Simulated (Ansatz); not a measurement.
## Ge: computed property card

Ge:
```yaml
crystal:
  lattice:
    - [2.83171, 0.00000, 0.00000]
    - [-1.41585, 2.45233, 0.00000]
    - [0.00000, 0.00000, 2.64742]
  atoms:
    - { symbol: Ge, position: [0.00000, 0.00000, 0.50000] }
```

Space group P6/mmm (No. 191); conventional cell a = 2.832 Å, b = 2.832 Å, c = 2.647 Å, α = 90.00°, β = 90.00°, γ = 120.00°.

Method: the program Ansatz at the PBEsol level (PAW). The cell and atoms are relaxed at this level. Other levels are named where they apply.

**Cell and energy**

- Volume per atom: 18.38 Å³
- Density: 6.56 g/cm³

**Electronic structure**

- Electronic character = metallic (no gap)
- Density of states at the Fermi level = 0.40 states/eV per atom (mean over ±0.08 eV)
- Gap with spin–orbit coupling = none (metallic)

**Mechanics**

- Bulk modulus (Birch–Murnaghan fit): 775 kbar
- Pressure derivative B′: 5.1
- Elastic constants (relaxed ions, GPa): C11 = 133, C12 = 91.8, C13 = 10.2, C33 = 206, C44 = 44.0
- Mechanical stability: stable (all eigenvalues of C positive)
- Hill bulk and shear moduli: 77.4 and 39.2 GPa
- Young's modulus: 101 GPa
- Poisson's ratio: 0.28
- Debye temperature from the elastic constants: 307 K

The first step of the workflow began from a Materials Project structure, measured or hypothetical; the Crystallography Open Database copy checked does not list it. It is not the phase usual at ambient conditions (space group No. 227). The PBEsol relaxation kept the symmetry of its start; whether a distortion lowers the energy is not shown. As this level gives no gap, shear constants depend on the k-mesh and smearing (Fermi–Dirac, 0.1 eV here). On the denser mesh and wider smearing of the elastic run this cell carries a stress of 0.3 GPa. Spin–orbit coupling is left out wherever it is not named.

Potentials: the later of the program's two PAW sets.
